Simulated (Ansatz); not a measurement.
Here is the system:

KF (CsCl type, Pm-3m), a = b = c = 3.220 Å, α = β = γ = 90.00°.

This is the HSE06-relaxed structure.

Q: All from HSE06 (plane waves, PAW; program Ansatz), unless another level is named. Estimate the band gap.

A: 8.60 eV (indirect).

Q: Predict the smallest direct gap on the standard path.

A: 8.64 eV.

Q: And the conduction-band minimum?

A: at Γ.

Q: Predict the valence-band maximum.

A: at M.

The first step of the workflow began from a Materials Project structure, measured or hypothetical; the Crystallography Open Database copy checked does not list it. It is not the phase usual at ambient conditions (space group No. 225). The cell was relaxed with HSE06 under the symmetry of its start; whether a distortion lowers the energy is not shown. The hybrid was solved on a coarse mesh, the path and, where they were found, the r²SCAN edge points; its band edges are the extreme levels among these.

Potentials: the later of the program's two PAW sets.
